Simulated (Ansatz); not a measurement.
The relaxed structure here is a generated cell of ScCo: the first start was made by placing the elements on the sites of a structure type, and the end was not matched to a known phase here, so it may be hypothetical.

The end point of a relaxation of ScCo. Space group R3m (No. 160), AFLOW prototype AB_hR6_160_b_b (B13, as in NiS). Level of theory: PBE (plane waves to 420 eV, PAW, scalar-relativistic; Ansatz, an electronic-structure program).

Space group R3m, hexagonal axes (No. 160); a = b = 10.8391 Å, c = 2.9822 Å, α = β = 90.00°, γ = 120.00°

```tsv
atom	site	symmetry	x	y	z
Sc	9b	.m	0.3892	0.1946	0.1928
Co	9b	.m	0.1458	0.0729	0.4362
```
(The calculation used a cell of 6 atoms; values per cell refer to that cell.)

```json
{
  "volume_per_atom": "16.86 Å³",
  "band_gap": "no gap (metallic)",
  "magnetic_moment": "zero (the starting moments vanished)",
  "shortest_distances": "Co–Co 2.37 Å; Co–Sc 2.40 Å; Sc–Sc 2.98 Å",
  "k-mesh": "14×14×14"
}
```

Band energies at high-symmetry points (eV from the Fermi level; labels of this space group; no spin-orbit coupling), from −5 eV up to 2.0 eV:

| point | energies |
|---|---|
| Γ | -2.94 -2.74 -2.74 -2.24 -2.17 -2.17 -1.58 -1.58 -1.48 -1.32 -1.08 -1.08 -1.00 -0.57 -0.57 -0.40 -0.30 -0.30 0.15 0.15 1.43 1.47 1.47 1.64 |
| L | -3.27 -2.74 -2.62 -2.48 -2.21 -2.16 -2.08 -1.72 -1.63 -1.50 -1.25 -1.11 -1.09 -0.67 -0.50 -0.46 0.12 0.56 0.71 0.72 0.81 1.17 1.17 1.56 1.61 |
| T | -3.58 -2.89 -2.60 -2.60 -2.09 -2.02 -2.02 -1.64 -1.64 -1.45 -1.09 -1.09 -0.68 -0.68 -0.30 -0.22 -0.22 -0.14 0.70 0.88 0.88 1.17 1.17 1.77 |
| P0 | -3.21 -2.67 -2.55 -2.55 -2.40 -2.14 -2.14 -1.54 -1.52 -1.52 -1.30 -1.11 -1.11 -1.06 -0.45 -0.45 0.30 0.30 0.60 0.60 0.76 1.35 1.40 1.43 1.43 |
| P2 | -3.21 -2.67 -2.55 -2.55 -2.40 -2.14 -2.14 -1.54 -1.52 -1.52 -1.30 -1.11 -1.11 -1.06 -0.45 -0.45 0.30 0.30 0.60 0.60 0.76 1.35 1.40 1.43 1.43 |
| F | -4.51 -3.26 -2.58 -2.39 -2.37 -2.20 -1.93 -1.79 -1.25 -1.24 -1.06 -0.85 -0.68 -0.57 -0.47 -0.39 -0.31 -0.21 0.90 0.91 1.07 1.11 1.29 1.93 |

No spin polarisation in the result: the starting moments vanished. A magnetic state may lie lower.

The run could not lose the symmetry of its start: the end is stationary, and may be a saddle point rather than a minimum.
